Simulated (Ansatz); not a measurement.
Ti₃Al:
Space group P-6m2 (No. 187); a = 2.9225 Å, b = 2.9225 Å, c = 9.1940 Å, α = 90.00°, β = 90.00°, γ = 120.00°

```csv
atom,site,symmetry,x,y,z
Ti,1e,-6m2,0.6667,0.3333,0.0000
Ti,2h,3m.,0.3333,0.6667,0.2495
Al,1f,-6m2,0.6667,0.3333,0.5000
```

Relaxed with r²SCAN.

Task: Which orbitals make up the states near the Fermi level in plane-wave PAW r²SCAN (Ansatz code)?

Result: Within 0.5 eV of the Fermi level: Ti 3d 81 %, Al 3p 8 %. Projections are on Löwdin-orthogonalised atomic valence shells; empty p or d shells of many metals are not among them.

Task: Tabulate the density of states.

Result: States/eV per cell of 4 atoms, in 0.25 eV bins, energy from the Fermi level.

| E (eV) | total | Ti 3d | Al 3p | Ti 4s |
|---|---|---|---|---|
| -7.85 | 0.31 | 0.01 | 0.10 | 0.06 |
| -7.60 | 0.31 | 0.01 | 0.11 | 0.05 |
| -7.35 | 0.32 | 0.02 | 0.12 | 0.05 |
| -7.10 | 0.32 | 0.02 | 0.13 | 0.05 |
| -6.85 | 0.32 | 0.02 | 0.14 | 0.05 |
| -6.60 | 0.33 | 0.02 | 0.14 | 0.04 |
| -6.35 | 0.33 | 0.03 | 0.15 | 0.04 |
| -6.10 | 0.40 | 0.03 | 0.16 | 0.08 |
| -5.85 | 0.49 | 0.03 | 0.17 | 0.14 |
| -5.60 | 0.56 | 0.04 | 0.18 | 0.19 |
| -5.35 | 0.62 | 0.05 | 0.19 | 0.23 |
| -5.10 | 0.65 | 0.05 | 0.20 | 0.24 |
| -4.85 | 0.72 | 0.07 | 0.21 | 0.28 |
| -4.60 | 0.79 | 0.08 | 0.23 | 0.31 |
| -4.35 | 0.86 | 0.10 | 0.24 | 0.35 |
| -4.10 | 0.94 | 0.13 | 0.26 | 0.38 |
| -3.85 | 1.09 | 0.19 | 0.30 | 0.43 |
| -3.60 | 1.11 | 0.21 | 0.28 | 0.46 |
| -3.35 | 1.30 | 0.32 | 0.30 | 0.49 |
| -3.10 | 1.54 | 0.49 | 0.30 | 0.57 |
| -2.85 | 2.04 | 0.85 | 0.32 | 0.68 |
| -2.60 | 2.27 | 1.11 | 0.35 | 0.63 |
| -2.35 | 3.01 | 1.86 | 0.33 | 0.66 |
| -2.10 | 3.32 | 2.20 | 0.35 | 0.57 |
| -1.85 | 3.13 | 2.28 | 0.29 | 0.40 |
| -1.60 | 3.85 | 2.97 | 0.40 | 0.24 |
| -1.35 | 4.27 | 3.45 | 0.40 | 0.15 |
| -1.10 | 6.57 | 5.08 | 0.72 | 0.30 |
| -0.85 | 3.57 | 2.68 | 0.45 | 0.15 |
| -0.60 | 5.62 | 4.34 | 0.60 | 0.21 |
| -0.35 | 4.89 | 3.64 | 0.51 | 0.26 |
| -0.10 | 3.28 | 2.73 | 0.25 | 0.09 |
| 0.15 | 3.54 | 2.99 | 0.26 | 0.10 |
| 0.40 | 4.06 | 3.58 | 0.20 | 0.08 |
| 0.65 | 6.08 | 5.47 | 0.20 | 0.15 |
| 0.90 | 6.67 | 5.88 | 0.24 | 0.22 |
| 1.15 | 5.40 | 5.03 | 0.10 | 0.08 |
| 1.40 | 3.36 | 3.30 | 0.03 | 0.01 |
| 1.65 | 4.72 | 4.42 | 0.13 | 0.07 |
| 1.90 | 5.91 | 5.49 | 0.18 | 0.09 |
| 2.15 | 4.18 | 3.81 | 0.14 | 0.09 |
| 2.40 | 3.83 | 3.27 | 0.16 | 0.10 |
| 2.65 | 3.39 | 2.89 | 0.22 | 0.05 |

The first step of the workflow began from a Materials Project structure, measured or hypothetical; the Crystallography Open Database copy checked does not list it. With Ti and Al taken as one species the cell has the higher symmetry P6_3/mmc, so it may be an ordered model of a mixed-site phase. It is not the phase usual at ambient conditions (space group No. 194). The cell was relaxed with r²SCAN under the symmetry of its start; its stability against distortions is not shown here. The run is not spin-polarised. Axis ratios of metals converge slowly with the k-mesh, so a and c are less sure than the volume.

Potentials: the later of the program's two PAW sets.
